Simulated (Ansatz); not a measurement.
Relaxation of a generated cell, Cr placed in the bcc structure type; 1 atom in the cell, which starts as Im-3m (No. 229), cI2; a = 2.880 Å, b = 2.880 Å, c = 2.880 Å, α = 90.00°, β = 90.00°, γ = 90.00°. These are r2SCAN (plane waves to 500 eV, PAW, scalar-relativistic; Ansatz, a quantum-chemistry and plane-wave program) values and carry that method's errors. Γ-centred k-mesh 23×23×23 on the run's cell, Fermi–Dirac smearing 0.05 eV. Spin-polarised start, with parallel moments on Cr.

The optimiser's lines from the output (shortened; P is positive under compression):

```
relax step   1: F+E_penalty+E_count = -3382.42859519 eV  Δ(F+E_penalty+E_count) = +0.000e0 eV  max|allowed force component| = 0.000e0 eV/Å  Δτ_max = 0.0000 Å  P = -13.234 GPa  Ω = 11.944 Å³  (15 SCF iters, dr2 threshold 1.00e-7 eV, accepted)
relax step   2: F+E_penalty+E_count = -3382.45540564 eV  Δ(F+E_penalty+E_count) = -2.681e-2 eV  max|allowed force component| = 0.000e0 eV/Å  Δτ_max = 0.0000 Å  P = -1.432 GPa  Ω = 11.384 Å³  (12 SCF iters, dr2 threshold 1.00e-7 eV, accepted)
relax step   3: F+E_penalty+E_count = -3382.45570501 eV  Δ(F+E_penalty+E_count) = -2.994e-4 eV  max|allowed force component| = 0.000e0 eV/Å  Δτ_max = 0.0000 Å  P = +0.128 GPa  Ω = 11.319 Å³  (11 SCF iters, dr2 threshold 1.00e-7 eV, accepted)
relax step   4: F+E_penalty+E_count = -3382.45570417 eV  Δ(F+E_penalty+E_count) = +8.418e-7 eV  max|allowed force component| = 0.000e0 eV/Å  Δτ_max = 0.0000 Å  P = -0.001 GPa  Ω = 11.325 Å³  (9 SCF iters, dr2 threshold 4.08e-8 eV, accepted)
relax step   5: F+E_penalty+E_count = -3382.45538479 eV  Δ(F+E_penalty+E_count) = +3.194e-4 eV  max|allowed force component| = 0.000e0 eV/Å  Δτ_max = 0.0000 Å  P = -0.009 GPa  Ω = 11.325 Å³  stress off target by 9.12e-3 GPa  SCF on the basis re-selected at this cell (its energy is not comparable with the rows above)  (12 SCF iters)
```

From the first to the last row the energy changes by -0.03 eV/atom and the volume by -5.2 %. The last row is marked as not comparable with the walk above it, whose basis was carried along; it does compare with step 1, since both stand on a basis selected at the nominal cutoff for their own cell.

 The final structure: Im-3m (No. 229), cI2, bcc (W type); a = b = c = 2.8293 Å, α = β = γ = 90.00°. Between re-selections the logged energies stand on a plane-wave basis carried along with the cell. No spin polarisation in the result: the starting moments vanished. A magnetic state may lie lower.

The run could not lose the symmetry of its start.
